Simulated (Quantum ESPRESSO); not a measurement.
## In2AlGaP4 (a curve over one atom's position)

Simulated, not a measurement. The program is pw.x of Quantum ESPRESSO 7.5 (plane-wave density functional theory). The cell is made up: 8 atoms on a zincblende/diamond lattice, with randomly drawn elements, strain and displacements, not relaxed. PseudoDojo standard norm-conserving files (v0.5 for PBE, v0.4.1 for LDA and PBEsol) set the functional; there is no spin polarisation, spin-orbit coupling or dispersion term, and the masses in the input are unused placeholders.

Seven runs move atom 5 (P, counted in the order of the input) along x and keep all else fixed.

Input of the run at -0.0357:

```
&control calculation='scf', pseudo_dir='./dojo.nc.sr.pbe.v0_5.standard.upf', outdir='./o', disk_io='low', tprnfor=.true., tstress=.true. /
&system ibrav=0, nat=8, ntyp=4, nbnd=37, ecutwfc=79.96652505, nosym=.true., tot_charge=0,
 occupations='smearing', smearing='fd', degauss=0.0018374661
/
&electrons conv_thr=7.350e-09, electron_maxstep=60, /
ATOMIC_SPECIES
Al 1.0 Al.upf
Ga 1.0 Ga.upf
In 1.0 In.upf
P 1.0 P.upf
CELL_PARAMETERS angstrom
5.7219 0.0 0.0
0.0 5.7219 0.0
0.0 0.0 5.7219
ATOMIC_POSITIONS angstrom
In 0.0242 0.0071 -0.0013
Al 0.0084 2.8621 2.8933
Ga 2.8591 0.025 2.8402
In 2.8571 2.8502 -0.0241
P 1.3399 1.3936 1.4621
P 1.4389 4.3239 4.277
P 4.2816 1.4248 4.2766
P 4.253 4.2964 1.4355
K_POINTS automatic
4 4 4 1 1 1
```

```
shift of atom 5 along x (Å)  free energy less that of the input shown (eV)  Fx on atom 5 (eV/Å)  Fy on atom 5 (eV/Å)  Fz on atom 5 (eV/Å)  pressure (GPa)  iterations
                    -0.1525                                         0.1758                2.078                1.220                1.599            1.43          10
                    -0.1239                                         0.1203                1.802                1.140                1.541            1.34          10
                    -0.0975                                         0.0762                1.543                1.068                1.491            1.27          10
                    -0.0357                                         0.0000                0.921                0.905                1.382            1.15          10
                    +0.0677                                        -0.0401               -0.150                0.653                1.230            1.08          10
                    +0.0975                                        -0.0310               -0.461                0.585                1.193            1.09          10
                    +0.1263                                        -0.0134               -0.762                0.522                1.160            1.11          10
```

A cubic fit gives dFx/dx = -10.32 eV/Å² at zero shift. Across the table the free energy follows the integral of the force to within 0.1 meV. A rerun of one of the cells at 1377 eV and a 6 x 6 x 6 mesh moved values by no more than 0.007 eV in energy, 0.02 GPa in stress and 0.002 eV/Å in force.